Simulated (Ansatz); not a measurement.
Here is the system:

PbSe (rock salt)

```xyz
4
Lattice="0.0000 6.2177 6.2177 3.1088 0.0000 3.1088 3.1088 3.1088 0.0000" Properties=species:S:1:pos:R:3 pbc="T T T"
Se     0.0000     0.0000     0.0000
Se     3.1088     3.1088     6.2177
Pb     3.1088     3.1088     3.1088
Pb     3.1088     6.2177     6.2177
```

The atoms are displaced by Q × the pattern below (from a DFPT mode at L = (0.5, 0.0, 0.0), largest move 1; Q in Å), at fixed cell. (q is in reciprocal vectors of the primitive cell; the cell shown is doubled to hold the pattern.)

| atom | x | y | z |
|---|---|---|---|
| Pb3 | -0.577 | 0.577 | 0.577 |
| Pb4 | 0.577 | -0.577 | -0.577 |

Atoms not listed stay in place.

Method: PBE (plane waves to 420 eV, PAW, scalar-relativistic; Ansatz, an electronic-structure program). k mesh 9×9×9 (Γ-centred), Fermi-Dirac smearing 0.05 eV. The energy includes the smearing's −TS. PbSe was relaxed with its symmetry unable to fall. Spin-orbit coupling is left out, though Pb is heavy. The PAW data are Ansatz's earlier set. The zero of ΔE is the undisplaced structure.

The scan covers Q from -0.180 to 0.180 Å in 13 points.

### Question
Is this a single well or a double well?

### Answer
A single well with its minimum at or next to zero displacement.

### Question
Which space group does the distorted structure have?

### Answer
R-3m (No. 166), lowered from Fm-3m.

### Question
What is the energy change at Q = 0.180 Å?

### Answer
225.4 meV/cell.

### Question
What harmonic wavenumber does the curvature at Q = 0 give?

### Answer
96 cm⁻¹.

(A displaced cell: forces are minus the slopes of the energy, force constants its curvatures, and phonons follow from these.)
